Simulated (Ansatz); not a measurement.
HgSe (zinc blende): values from a third-order Birch-Murnaghan fit to a volume scan beside measured ones. Computed values: PBE (plane waves to 420 eV, PAW, scalar-relativistic; Ansatz, a quantum-chemistry and plane-wave program). At this level the bands of HgSe touch or barely overlap. HgSe was relaxed with its symmetry unable to fall. Spin-orbit coupling is left out, though Hg is heavy.

| quantity | reference | kind | PBE | difference |
|---|---|---|---|---|
| Lattice constant a (Å) | 6.085 | measured, room temperature or unstated | 6.260 | +2.9 % |
| Bulk modulus B₀ (GPa) | 50 | measured, room temperature or unstated | 42.5 | -15.0 % |

References as given in: Cardona, M., Kremer, R. K., Lauck, R. et al., (2009), arXiv:0908.2634; Cormac Toher, Corey Oses, Jose J. Plata et al., Physical Review Materials (2017), arXiv:1611.05714. Values not taken to low temperature hold thermal and zero-point shifts that a static calculation lacks, so small differences there are no errors of the method.

(A scan under strain: stresses follow from slopes of the energy per volume, elastic moduli from its curvatures.)
